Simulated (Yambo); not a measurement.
G0W0@PBEsol for Sr2MoZnO6 (space group Fm-3m, No. 225) in Yambo. Reference settings: 2×2×2 Γ-centred k mesh, bands 6 to 209 and a 7 Ry block in the screening, 209 bands in G with the Bruneval-Gonze terminator, plasmon pole fitted at 27.2 eV. The PBEsol gap L → X on this mesh is 2.04 eV; G0W0 gaps are taken between the same points.

Gap (L → X) in eV against the number of bands and the screening block, terminator on:

```json
[
 {"bands (W and G)": "69", "2 Ry": "4.587", "3 Ry": "4.445", "4 Ry": "4.316", "6 Ry": "4.264", "7 Ry": "4.263"},
 {"bands (W and G)": "92", "2 Ry": "4.347", "3 Ry": "4.200", "4 Ry": "4.057", "6 Ry": "3.999", "7 Ry": "4.005"},
 {"bands (W and G)": "127", "2 Ry": "4.225", "3 Ry": "4.055", "4 Ry": "3.899", "6 Ry": "3.832", "7 Ry": "3.839"},
 {"bands (W and G)": "168", "2 Ry": "4.161", "3 Ry": "3.981", "4 Ry": "3.817", "6 Ry": "3.748", "7 Ry": "3.754"},
 {"bands (W and G)": "209", "2 Ry": "4.128", "3 Ry": "3.947", "4 Ry": "3.776", "6 Ry": "3.695", "7 Ry": "3.700"}
]
```

Rough cost of the Yambo step against the reference (shared machines):

```json
[
 {"bands (W and G)": "69", "2 Ry": "1/5", "3 Ry": "1/5", "4 Ry": "1/5", "6 Ry": "1/4", "7 Ry": "1/3"},
 {"bands (W and G)": "92", "2 Ry": "1/3", "3 Ry": "1/4", "4 Ry": "1/4", "6 Ry": "1/3", "7 Ry": "1/3"},
 {"bands (W and G)": "127", "2 Ry": "1/3", "3 Ry": "1/3", "4 Ry": "1/2", "6 Ry": "1/3", "7 Ry": "1/2"},
 {"bands (W and G)": "168", "2 Ry": "~1", "3 Ry": "~1", "4 Ry": "~1", "6 Ry": "~1", "7 Ry": "~1"},
 {"bands (W and G)": "209", "2 Ry": "~1", "3 Ry": "~1", "4 Ry": "~1", "6 Ry": "~1", "7 Ry": "1"}
]
```

At the largest block the last step in bands moves the gap by -0.054 eV; at the most bands the last step in the block moves it by 0.005 eV.

In the run with 209 bands and a 7 Ry block, which covers more k points, the smallest G0W0 gap is 3.59 eV, X → X.

Spin-orbit splittings are left out.

Geometry of the Materials Project entry, not relaxed at this level; primitive cell a = 5.690 Å, b = 5.690 Å, c = 5.690 Å, α = 60.00°, β = 60.00°, γ = 60.00°.
